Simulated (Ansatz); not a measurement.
Ta3Sn (A15, Cr3Si type)

```
CELL_PARAMETERS angstrom
      5.21870     0.00000     0.00000
      0.00000     5.21870     0.00000
      0.00000     0.00000     5.21870
ATOMIC_POSITIONS crystal
  Ta 0.25000 0.00000 0.50000
  Ta 0.75000 0.00000 0.50000
  Ta 0.50000 0.75000 0.00000
  Ta 0.50000 0.25000 0.00000
  Ta 0.00000 0.50000 0.75000
  Ta 0.00000 0.50000 0.25000
  Sn 0.00000 0.00000 0.00000
  Sn 0.50000 0.50000 0.50000
```

The slice is a {100} plane (indices of the conventional cell) through the point (0.000, 0.000, 0.000) (fractional), spanned by u = [100] and v = [010] in vectors of this cell: u (5.22 Å) and v (5.22 Å, at 90° to u). It covers one period; positions are fractions (u, v).

Calculation: LDA (plane waves to 420 eV, PAW, scalar-relativistic; Ansatz, a program for electronic structure). k mesh 9×9×9. These are valence fields of a PAW run, semicore shells included where kept as valence: close to a nucleus they are smooth pseudo fields. Spin-orbit coupling is left out, though Ta is heavy. Ta3Sn is run without spin polarisation. Ta3Sn was relaxed with its symmetry unable to fall.

Q: What is the valence density on the shortest Ta–Ta line in this plane (2.61 Å), at its midpoint?

A: 0.49 e/Å³.

Q: What is the ELF at the midpoint of the shortest Ta–Ta line in this plane (2.61 Å)?

A: 0.36.

Q: Predict the map of the electron localisation function (ELF) on the slice.

A: 
```tsv
v \ u	0.00	0.12	0.25	0.38	0.50	0.62	0.75	0.88
0.88	0.16	0.30	0.29	0.35	0.73	0.35	0.29	0.30
0.75	0.42	0.48	0.19	0.72	x	0.72	0.19	0.48
0.62	0.34	0.44	0.40	0.34	0.73	0.34	0.40	0.44
0.50	0.36	0.42	0.61	0.42	0.36	0.42	0.61	0.42
0.38	0.34	0.44	0.40	0.34	0.73	0.34	0.40	0.44
0.25	0.42	0.48	0.19	0.72	x	0.72	0.19	0.48
0.12	0.16	0.30	0.29	0.35	0.73	0.35	0.29	0.30
0.00	x	0.16	0.42	0.34	0.36	0.34	0.42	0.16
```

Values: electron localisation function (ELF). Points within 0.5 Å of a nucleus are blanked (x), as the pseudised field means little there.
